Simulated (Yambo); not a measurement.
Absorption of Rb2NaYF6 (space group Fm-3m, No. 225) with and without the electron-hole interaction (Yambo, PBEsol bands; 4×4×4 mesh, 18 valence and 12 conduction bands, static screening with 107 bands and a 3 Ry block, scissor 3.62 eV, Tamm-Dancoff; field along x).

```tsv
E (eV)	Im ε, BSE	Im ε, independent quasiparticles
7.50	0.09	0.01
7.60	0.11	0.01
7.70	0.13	0.01
7.80	0.15	0.01
7.90	0.18	0.01
8.00	0.23	0.02
8.10	0.29	0.02
8.20	0.39	0.02
8.30	0.55	0.02
8.40	0.84	0.02
8.50	1.41	0.02
8.60	2.63	0.02
8.70	4.29	0.02
8.80	3.68	0.02
8.90	2.13	0.02
9.00	1.39	0.03
9.10	1.23	0.03
9.20	1.32	0.03
9.30	1.33	0.03
9.40	1.40	0.04
9.50	1.63	0.04
9.60	1.92	0.05
9.70	2.14	0.05
9.80	2.57	0.06
9.90	2.72	0.08
10.00	1.90	0.11
10.10	1.43	0.14
10.20	1.32	0.14
10.30	1.59	0.14
10.40	1.76	0.15
10.50	1.46	0.20
10.60	1.09	0.31
10.70	0.94	0.47
10.80	0.83	0.60
10.90	0.86	0.59
11.00	0.90	0.59
11.10	1.12	0.51
11.20	1.15	0.45
11.30	0.94	0.41
11.40	0.75	0.43
11.50	0.62	0.51
11.60	0.62	0.62
11.70	0.58	0.76
11.80	0.60	0.92
11.90	0.63	1.20
12.00	0.58	1.68
12.10	0.52	2.20
12.20	0.41	2.70
12.30	0.41	2.99
12.40	0.46	2.87
12.50	0.44	2.38
12.60	0.47	1.83
12.70	0.44	1.51
12.80	0.43	1.41
12.90	0.48	1.45
13.00	0.44	1.60
13.10	0.46	1.86
13.20	0.43	2.11
13.30	0.37	2.23
13.40	0.37	2.34
13.50	0.32	2.25
13.60	0.33	2.03
13.70	0.31	1.82
13.80	0.30	1.70
13.90	0.33	1.60
14.00	0.31	1.49
14.10	0.33	1.38
14.20	0.30	1.27
14.30	0.30	1.08
14.40	0.32	0.94
```

The scissor comes from a G0W0 run whose convergence isn't established. Broadening 0.15 eV. The band window holds all transitions up to 15.3 eV. Fine structure above the onset can come from the mesh.

Geometry of the Materials Project entry, not relaxed at this level; primitive cell a = b = c = 6.3829 Å, α = β = γ = 60.00°.
